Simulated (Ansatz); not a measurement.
Values for one crystal, relaxed and computed with LDA in the plane-wave PAW code Ansatz; other levels are named.

| Quantity | Value |
|---|---|
| Volume per atom | 32.17 Å³ |
| Band gap | 0.19 eV (direct) |
| Bulk modulus (Birch–Murnaghan fit) | 19.3 GPa |
| Formation energy from the elements (no fitted shifts) | -0.43 eV/atom |
| Pressure derivative B′ | 9.6 |
| Electron effective mass | 0.054, 0.081, 0.62 mₑ (principal values) |
| Conduction-band minimum | at Y2 (k = 0.500, 0.500, 0.000 in fractions of the reciprocal vectors) |

Problem. Which of these materials gives this?
A. SnO2, Pbcn (Sn on 4c, O on 8d)
B. BiBr, C2/m (Pearson symbol mS32)
C. TlBr, rock salt
D. SiGe, wurtzite

Solution. B, BiBr, C2/m (Pearson symbol mS32)

The workflow started from a Materials Project entry (that database holds measured and hypothetical structures alike); the Crystallography Open Database files this formula in space group No. 12, but the cells were not matched. Its standing as an ambient phase is unchecked. The LDA relaxation kept the symmetry of its start; whether a distortion lowers the energy is not shown. A crystal of weakly bound chains computed without a dispersion correction: the cell and the soft elastic constants depend strongly on that. The references are the lowest solids computed at this level, not always the standard phases. Spin–orbit coupling is left out wherever it is not named.

Potentials: the later of the program's two PAW sets.
